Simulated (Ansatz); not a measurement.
Kick test of a cell of Ta₄W

It was reached by relaxing an invented guess, and it needn't be the stable form of this composition.

Level of theory: Ansatz, DFT PBE, scalar-relativistic, plane waves, PAW. Cutoff 420 eV; k points 12×12×12 on the computed 5-atom cell (Γ-centred); Gaussian smearing, width 0.10 eV; no spin polarisation.

The cell below (5 atoms, space group R-3m (No. 166)) is relaxed within its symmetry.

```yaml
crystal:
  lattice:
    - [2.32306, 1.34122, 4.75455]
    - [-2.32306, 1.34122, 4.75455]
    - [0.00000, -2.68244, 4.75455]
  atoms:
    - { symbol: Ta, position: [0.89751, 0.89751, 0.89751] }
    - { symbol: Ta, position: [0.10249, 0.10249, 0.10249] }
    - { symbol: Ta, position: [0.69561, 0.69561, 0.69561] }
    - { symbol: Ta, position: [0.30439, 0.30439, 0.30439] }
    - { symbol: W, position: [0.50000, 0.50000, 0.50000] }
```

For the test a repeat of it with 10 atoms (edges 4.65, 5.46, 8.05 Å) was strained at random (σ = 1.5 % a component), the atoms were moved at random (σ = 0.10 Å), and all was relaxed again on a coarse 6×6×4 mesh (in the run’s order of axes) with 0.20 eV smearing, with no symmetry imposed.

These runs have no spin–orbit coupling, which can matter for Ta and W.

Problem. What happens?

Solution. It returns, within 1 meV/atom of the unmoved cell on that mesh and with the same symmetry when read at 0.1 Å (C2/m at 0.01 Å, so small strains and shifts remain). No instability shows in this cell; modes of other wave vectors, which need another repeat, aren't tested.
